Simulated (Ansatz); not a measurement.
Question: Name crystals whose computed values (plane-wave PAW PBEsol (Ansatz code)) fall in these windows: B₀ by P(V) fit (GPa) 2.6 to 3.4; G_Hill (GPa) 0.86 to 1.1; Θ_D (K) 52 to 62.

Answer: 

```json
[
 {"crystal": "Rb, bcc (W type)", "B₀ by P(V) fit (GPa)": "2.9", "G_Hill (GPa)": "0.9", "Θ_D (K)": "57.2"}
]
```
Others may fit too.

The cell was relaxed under the symmetry of its start. Spin–orbit coupling is left out wherever it is not named.

Potentials: the earlier of the program's two PAW sets.
